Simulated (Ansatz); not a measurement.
# Trial structures of YLu2F3: starts and ends

All numbers below come from DFT PBE, scalar-relativistic, plane waves, PAW in Ansatz. All cells share a 420 eV cutoff and Γ-centred k meshes spaced at most about 0.3 Å⁻¹ (about 0.25 or finer for metals, 2π included). No spin polarisation in the final relaxations.

Each guess was relaxed in cell and atoms at zero pressure, within the symmetry of its start. These are static total energies at zero pressure. Coordination counts F atoms around Lu and Y (those within 1.25 times the shortest such distance or 1.15 times the sum of covalent radii, 1.27 where that leaves under three; the shortest distance is added where it exceeds 1.18 times the sum of covalent radii; a slash parts the counts of unlike sites).

```
guess      made from  start group  V start (Å³/atom)  end group  V end (Å³/atom)  coordination at the end  gap on mesh (eV)  E over the lowest end (meV/atom)
    1    random cell        P-6m2               20.5      P-6m2             55.1   Y 3, Lu 3/6 from 4.1 Å                 0                               484
    2   NaH2Pd3 type         Cmmm               15.0       Cmmm             20.9                Y 2, Lu 5                 0                               336
    3  Li3MnAs2 type        P-4m2               20.0      P-4m2             19.6                Y 4, Lu 4                 0                                17
    4  Eu2Al3Ag type         R-3m               18.0       R-3m             22.4                Y 6, Lu 3                 0                                 0
    5   CeB2Rh3 type       P6/mmm               16.2          ?                ?                        ?                 ?                                 ?
```

Guess 5 as it starts:

```cif
data_structure
_symmetry_space_group_name_H-M 'P6/mmm'
_symmetry_Int_Tables_number 191
_cell_length_a 5.8386
_cell_length_b 5.8386
_cell_length_c 3.2988
_cell_angle_alpha 90.000
_cell_angle_beta 90.000
_cell_angle_gamma 120.000
_cell_volume 97.39
loop_
_atom_site_label
_atom_site_type_symbol
_atom_site_symmetry_multiplicity
_atom_site_Wyckoff_symbol
_atom_site_fract_x
_atom_site_fract_y
_atom_site_fract_z
_atom_site_occupancy
Y1 Y 1 a 0.00000 0.00000 0.00000 1
Lu1 Lu 2 c 0.33333 0.66667 0.00000 1
F1 F 3 g 0.50000 0.00000 0.50000 1
```

Question: Fill in the missing row: what does this guess relax into, and where does it rank?

Answer: It ends in space group P6/mmm (No. 191), with a = 5.785 Å, c = 3.813 Å, 18.4 Å³/atom and no gap. It lies 293 meV/atom over the lowest end, above guess 3 and below guess 2. Counting F atoms around Lu and Y, this end has Y 12 from 3.5 Å, Lu 6 and the lowest (guess 4) has Y 6, Lu 3.

```
CELL_PARAMETERS angstrom
5.78510 0.00000 0.00000
-2.89255 5.01005 0.00000
0.00000 0.00000 3.81302
ATOMIC_POSITIONS crystal
Y 0.00000 0.00000 0.00000
Lu 0.33333 0.66667 0.00000
Lu 0.66667 0.33333 0.00000
F 0.50000 0.00000 0.50000
F 0.50000 0.50000 0.50000
F 0.00000 0.50000 0.50000
```

Formation energies are uncorrected and refer to the elements' standard structures at the same level (F₂ as a molecule).

Question: Is the lowest end bound against the elements?

Answer: Yes: its formation energy is −2.18 eV/atom. It lies below the elements, which doesn't yet make it stable against other compounds or structures.

Cells relaxed within their symmetry can be saddle points. A lower structure may well exist outside this small set. Some structure types and database cells were kept out of the candidates from the start, so a known form may be missing.
